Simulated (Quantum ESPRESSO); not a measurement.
# Mg2GaSe3F: a curve over strain

Simulated, not a measurement. The program is pw.x of Quantum ESPRESSO 7.5 (plane-wave density functional theory). The cell is made up: 7 atoms on a zincblende/diamond lattice with one site empty, with randomly drawn elements, strain and displacements, not relaxed. PseudoDojo standard norm-conserving files (v0.5 for PBE, v0.4.1 for LDA and PBEsol) set the functional; there is no spin polarisation, spin-orbit coupling or dispersion term, and the masses in the input are unused placeholders.

Seven runs add a strain to one cell (along z); the atoms follow the cell and are not relaxed. Stress in the table is positive in tension.

Input of the run at +0.0019:

```
&control calculation='scf', pseudo_dir='./dojo.nc.sr.pbe.v0_5.standard.upf', outdir='./o', disk_io='medium', tprnfor=.true., tstress=.true. /
&system ibrav=0, nat=7, ntyp=4, nbnd=50, ecutwfc=85.99341389, nosym=.true., tot_charge=0,
 occupations='smearing', smearing='fd', degauss=0.0018374661
/
&electrons conv_thr=7.350e-09, electron_maxstep=60, /
ATOMIC_SPECIES
F 1.0 F.upf
Ga 1.0 Ga.upf
Mg 1.0 Mg.upf
Se 1.0 Se.upf
CELL_PARAMETERS angstrom
5.5716 0.0 0.0
0.0 5.5716 0.0
0.0 0.0 5.5822
ATOMIC_POSITIONS angstrom
Mg -0.0463 -0.131 0.2431
Mg -0.0955 3.0078 2.7676
Ga 2.782 0.1398 2.7537
Se 1.3091 1.3918 1.3749
F 1.4612 4.3011 4.2253
Se 4.0277 1.3715 4.1275
Se 4.2677 4.2084 1.4011
K_POINTS automatic
4 4 4 1 1 1
```

| added strain | free energy less that of the input shown (eV) | stress xx (GPa) | stress yy (GPa) | stress zz (GPa) | stress xy (GPa) | pressure (GPa) | next band up at Gamma (eV) | iterations |
| --- | --- | --- | --- | --- | --- | --- | --- | --- |
| -0.0218 | 0.1905 | -6.80 | -8.73 | -8.27 | -3.96 | 7.93 | 1.032 | 11 |
| -0.0135 | 0.1189 | -6.25 | -8.17 | -7.69 | -3.88 | 7.37 | 1.034 | 11 |
| -0.0051 | 0.0519 | -5.72 | -7.62 | -7.12 | -3.79 | 6.82 | 1.034 | 11 |
| +0.0019 | 0.0000 | -5.30 | -7.19 | -6.64 | -3.72 | 6.38 | 1.034 | 11 |
| +0.0214 | -0.1265 | -4.20 | -6.05 | -5.34 | -3.54 | 5.20 | 1.030 | 11 |
| +0.0250 | -0.1469 | -4.01 | -5.85 | -5.10 | -3.50 | 4.99 | 1.029 | 11 |

Question: one run is left out of the table, at -0.0089. Estimate its stress zz (GPa).

Answer: -7.38. The whole row:

| added strain | free energy less that of the input shown (eV) | stress xx (GPa) | stress yy (GPa) | stress zz (GPa) | stress xy (GPa) | pressure (GPa) | next band up at Gamma (eV) | iterations |
| --- | --- | --- | --- | --- | --- | --- | --- | --- |
| -0.0089 | 0.0814 | -5.96 | -7.87 | -7.38 | -3.83 | 7.07 | 1.034 | 11 |

A cubic fit gives a slope of stress zz against the added strain of 68 GPa at zero added strain, with the atoms clamped. Across the table the free energy follows the integral of the stress to within 0.4 meV. A rerun of one of the cells at 1467 eV and a 6 x 6 x 6 mesh moved values by no more than 0.004 eV in energy, 0.02 GPa in stress and 0.004 eV/Å in force. The band column is the level of band 45 at Gamma less that of band 44, whose number is half the electron count, rounded up; it comes from a band step after each run.